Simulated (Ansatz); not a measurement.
# NbGa: reading a single point

```yaml
crystal:
  lattice:
    - [1.77994, 3.08295, 0.00000]
    - [-1.77994, 3.08295, 0.00000]
    - [0.00000, 0.00000, 11.99631]
  atoms:
    - { symbol: Ga, position: [0.00000, 0.00000, 0.00000] }
    - { symbol: Ga, position: [0.00000, 0.00000, 0.50000] }
    - { symbol: Ga, position: [0.33330, 0.33340, 0.75000] }
    - { symbol: Ga, position: [0.66660, 0.66670, 0.25000] }
    - { symbol: Nb, position: [0.33330, 0.33340, 0.12500] }
    - { symbol: Nb, position: [0.66660, 0.66670, 0.62500] }
    - { symbol: Nb, position: [0.33330, 0.33340, 0.37500] }
    - { symbol: Nb, position: [0.66670, 0.66670, 0.87500] }
```

Method: PBE, no spin polarisation; PAW, plane waves to 420 eV, 8×8×3 Γ-centred mesh, cold occupations (width 0.0343 eV) (Ansatz 0.2.0), atoms fixed.

Which atom feels the largest force, and which way?

The largest is on Nb6 (and as large on other atoms): 1.10 eV/Å, components (0.00, 0.00, -1.10). It makes 126° with the line to a nearest neighbour, Ga3 at 2.54 Å.

What happens at the Fermi level?

It is a metal, with about 3.4 states/eV a cell as the mean within 0.25 eV of the Fermi level, mostly Nb d (76 %) and Ga p (20 %).

Describe some of the short contacts.

Ga–Nb at 2.54 Å: least valence density 0.39 e/Å³ and ELF 0.34 there. Nb–Nb at 3.00 Å: least valence density 0.34 e/Å³ and ELF 0.51 there. These are pseudo-fields; inside the PAW spheres they differ from the all-electron ones.

Is the cell too large or too small?

The pressure is 20.9 GPa (compression positive), so with the atoms held at these fractions the cell would first expand; the forces are large, so a full relaxation may end otherwise. The principal stresses 17.6, 17.6, 27.7 GPa differ, so its shape would change too.

Which element gives electrons and which takes them?

Bader charges in e: Nb +0.74, Ga -0.85 to -0.62. In the mean Nb gives up most and Ga takes most.

Origin: a known structure type with other elements, at an estimated volume, so it need not be a known compound. Caveats: atoms or cell far from equilibrium.
